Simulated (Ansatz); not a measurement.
NaCl:
```xyz
2
Lattice="0.0000 2.8479 2.8479 2.8479 0.0000 2.8479 2.8479 2.8479 0.0000" Properties=species:S:1:pos:R:3 pbc="T T T"
Na     0.0000     0.0000     0.0000
Cl     2.8479     2.8479     2.8479
```

Relaxed with PBE.

### Question
Which orbitals make up the states near the band edges in PBE (plane waves, PAW; program Ansatz)?

### Answer
Top 1 eV of the valence band: Cl 3p 99 %. Bottom 1 eV of the conduction band: Na 3s 73 %, Cl 3s 19 %, Cl 3p 6 %. Projections are on Löwdin-orthogonalised atomic valence shells; empty p or d shells of many metals are not among them.

### Question
Tabulate the density of states.

### Answer
States/eV per cell of 2 atoms, in 0.25 eV bins, energy from the valence-band maximum.

```csv
E (eV),total,Cl 3p,Na 3s,Cl 3s
-7.85,0.00,0.00,0.00,0.00
-7.60,0.00,0.00,0.00,0.00
-7.35,0.00,0.00,0.00,0.00
-7.10,0.00,0.00,0.00,0.00
-6.85,0.00,0.00,0.00,0.00
-6.60,0.00,0.00,0.00,0.00
-6.35,0.00,0.00,0.00,0.00
-6.10,0.00,0.00,0.00,0.00
-5.85,0.00,0.00,0.00,0.00
-5.60,0.00,0.00,0.00,0.00
-5.35,0.00,0.00,0.00,0.00
-5.10,0.00,0.00,0.00,0.00
-4.85,0.00,0.00,0.00,0.00
-4.60,0.00,0.00,0.00,0.00
-4.35,0.00,0.00,0.00,0.00
-4.10,0.00,0.00,0.00,0.00
-3.85,0.00,0.00,0.00,0.00
-3.60,0.00,0.00,0.00,0.00
-3.35,0.00,0.00,0.00,0.00
-3.10,0.00,0.00,0.00,0.00
-2.85,0.00,0.00,0.00,0.00
-2.60,0.00,0.00,0.00,0.00
-2.35,0.00,0.00,0.00,0.00
-2.10,0.00,0.00,0.00,0.00
-1.85,0.20,0.17,0.03,0.00
-1.60,2.05,1.82,0.21,0.01
-1.35,4.33,3.94,0.34,0.02
-1.10,1.36,1.26,0.08,0.01
-0.85,2.44,2.37,0.04,0.01
-0.60,4.59,4.51,0.03,0.00
-0.35,6.71,6.65,0.01,0.00
-0.10,2.32,2.31,0.00,0.00
0.15,0.00,0.00,0.00,0.00
0.40,0.00,0.00,0.00,0.00
0.65,0.00,0.00,0.00,0.00
0.90,0.00,0.00,0.00,0.00
1.15,0.00,0.00,0.00,0.00
1.40,0.00,0.00,0.00,0.00
1.65,0.00,0.00,0.00,0.00
1.90,0.00,0.00,0.00,0.00
2.15,0.00,0.00,0.00,0.00
2.40,0.00,0.00,0.00,0.00
2.65,0.00,0.00,0.00,0.00
2.90,0.00,0.00,0.00,0.00
3.15,0.00,0.00,0.00,0.00
3.40,0.00,0.00,0.00,0.00
3.65,0.00,0.00,0.00,0.00
3.90,0.00,0.00,0.00,0.00
4.15,0.00,0.00,0.00,0.00
4.40,0.00,0.00,0.00,0.00
4.65,0.00,0.00,0.00,0.00
4.90,0.00,0.00,0.00,0.00
5.15,0.02,0.00,0.02,0.01
5.40,0.06,0.00,0.04,0.01
5.65,0.09,0.01,0.06,0.02
5.90,0.12,0.01,0.09,0.02
6.15,0.16,0.02,0.11,0.02
6.40,0.20,0.02,0.14,0.03
6.65,0.26,0.03,0.18,0.03
6.90,0.35,0.04,0.24,0.04
7.15,0.54,0.05,0.33,0.04
7.40,0.82,0.06,0.42,0.04
7.65,1.21,0.07,0.72,0.04
7.90,1.25,0.06,0.70,0.03
8.15,1.30,0.05,0.56,0.02
8.40,1.37,0.03,0.41,0.01
8.65,1.23,0.03,0.38,0.00
8.90,0.87,0.02,0.14,0.00
9.15,1.84,0.06,0.51,0.00
9.40,1.41,0.05,0.36,0.01
9.65,2.03,0.06,0.32,0.01
```

Space group Fm-3m (rock salt). Symmetry was held in the PBE relaxation.

Potentials: the later of the program's two PAW sets.
